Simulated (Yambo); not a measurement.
Yambo run on CaCd2P2 (space group P-3m1, No. 164). The wavefunctions are PBEsol (pw.x of Quantum ESPRESSO, ONCV potentials, scalar-relativistic) ones on a 3×3×2 mesh (30 occupied bands); a = b = 4.292 Å, c = 7.055 Å, α = β = 90.00°, γ = 120.00°.

Yambo input:

```
rim_cut
gw0
dyson
el_el_corr
HF_and_locXC
ppa
em1d
RandQpts= 1000000
RandGvec= 1 Ry
EXXRLvcs= 102 Ry
VXCRLvcs= 408 Ry
Chimod= "HARTREE"
% BndsRnXp
 10 | 217 |
%
NGsBlkXp= 8 Ry
% LongDrXp
 1.0 | 1.0 | 1.0 |
%
PPAPntXp= 27.2114 eV
% GbndRnge
 1 | 217 |
%
GTermKind= "none"
DysSolver= "n"
ExtendOut
% QPkrange
 1 | 1 | 30 | 31 |
%
```

k points by index: 1 = Γ.

The o-*.qp file then holds:

```
#    K-point    Band    Eo [eV]    E [eV]    E-Eo [eV]    Vxc [eV]    Vnlxc [eV]    Sc|Eo [eV]    Sc|E [eV]    dSc/dw|Eo [eV]    Re(Z)    Im(Z)
#
    1    30    0.000000    -0.500891    -0.500891    -13.18233    -15.11738    1.292325    1.434157    -7.703915    0.779351    -0.001465
    1    31    0.746846    0.920622    0.173775    -10.82620    -6.632147    -3.974969    -4.020273    -7.089456    0.793313    -0.001398
```
(The two width columns are left out.) Convergence of these settings isn't established.

Spin-orbit coupling is not included.

Geometry of the Materials Project entry, not relaxed at this level.
